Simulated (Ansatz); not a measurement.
Ti: stiffness from a series of strains

```
CELL_PARAMETERS angstrom
-1.64100 1.64100 1.64100
1.64100 -1.64100 1.64100
1.64100 1.64100 -1.64100
ATOMIC_POSITIONS crystal
Ti 0.00000 0.00000 0.00000
```

The geometry is COD entry 9012924, unchecked; take it as a test cell.

All numbers below come from Ansatz 0.2.0, DFT, PBEsol, all-electron LAPW, scalar-relativistic.

Settings: a Γ-centred 14×14×14 k mesh, Fermi–Dirac smearing of 0.05 eV, basis error target 0.25 meV/atom, no spin polarisation.

The strain is applied along the Cartesian axes of the cell as listed (the other components stay zero). Fractional coordinates are held (clamped ions).

σ is the change of stress from the unstrained cell, which is at -6.66 GPa; tension is positive, so slopes are stress–strain coefficients at that pressure. In a metal the k mesh adds noise.

Only quantities that a quadratic follows smoothly over the whole series are listed; rougher ones are left out.

```csv
εzz,σzz (GPa),σxx (GPa)
-0.0300,-2.23,-3.21
-0.0200,-1.43,-2.10
0.0000,0.00,0.00
0.0100,0.70,0.96
0.0200,1.40,1.87
0.0300,2.07,2.73
```

Fit the series and read off the stiffness at zero strain.

Least-squares fits y = p0 + p1 x + p2 x² to the rows give σzz (GPa): p1 = 71.3, p2 = -90; σxx (GPa): p1 = 99.1, p2 = -260. So C11 = 71 GPa and C12 = 99 GPa, which gives B = (C11 + 2 C12)/3 = 90 GPa.

One run, at εzz = -0.0100, is withheld. Predict its row.

The fits give -0.72, -1.02; the run gave -0.70, -1.03.
